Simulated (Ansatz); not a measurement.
PtCl₂ in space group Pnnm (No. 58; Pt on 2b, Cl on 4g), the program Ansatz at the LDA level (PAW), all energies at zero smearing, with the estimated change up to a 700 eV cutoff added, with one set of potentials and settings (totals compare only within such a set). Cell of 6 atoms (2 Pt, 4 Cl): -28668.075 eV.

```
element             reference phase  E (eV/atom)
-------  --------------------------  -----------
Pt       Fm-3m, 1 atoms in the cell  -12244.9860
Cl        Cmce, 4 atoms in the cell   -1044.0601
```

Formation energy per atom, worked out: (-28668.075 − 2×(-12244.9860) − 4×(-1044.0601))/6 = -0.310 eV/atom (-30 kJ per mol of atoms), at 0 K, without zero-point energy or fitted corrections.

The first step of the workflow began from a Materials Project structure, measured or hypothetical; the Crystallography Open Database copy checked does not list it. COD files the formula under space group No. 166, so this cell is another polymorph or a model. Its standing as an ambient phase is unchecked. The LDA relaxation kept the symmetry of its start; whether a distortion lowers the energy is not shown. No spin polarisation was allowed. A crystal of weakly bound chains computed without a dispersion correction: the cell and the soft elastic constants depend strongly on that. The references are the lowest solids computed at this level, not always the standard phases (solids in place of the gases). Spin–orbit coupling is left out wherever it is not named.

Potentials: the later of the program's two PAW sets.
